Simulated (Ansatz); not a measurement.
Input:

ZrMo:
```xyz
4
Lattice="1.6160 -6.0041 0.0000 1.6160 6.0041 0.0000 0.0000 0.0000 4.0698" Properties=species:S:1:pos:R:3 pbc="T T T"
Zr     1.6160    -2.0273     1.0175
Mo     1.6160    -5.2888     1.0175
Zr     1.6160     2.0273     3.0524
Mo     1.6160     5.2888     3.0524
```

This is the PBE-relaxed structure.

Question: All from the program Ansatz at the PBE level (PAW), unless another level is named. Give the density of states at the Fermi level.

Answer: 1.0 states/eV per atom (mean over ±0.08 eV).

Question: And the formation energy from the elements (no fitted shifts)?

Answer: 0.22 eV/atom.

Space group Cmcm. The start of the workflow was typed in or built on a structure type; neither database checked (COD, Materials Project) lists it. Whether it is the stable phase at ambient conditions was not checked. The PBE relaxation kept the symmetry of its start; its stability against distortions is not shown here. No spin polarisation was allowed. Its formation energy is positive at this level, so the cell may be metastable or incomplete. The references are the lowest solids computed at this level, not always the standard phases. Scalar-relativistic: spin–orbit coupling is off unless named, which matters more the heavier the elements.

Potentials: the later of the program's two PAW sets.
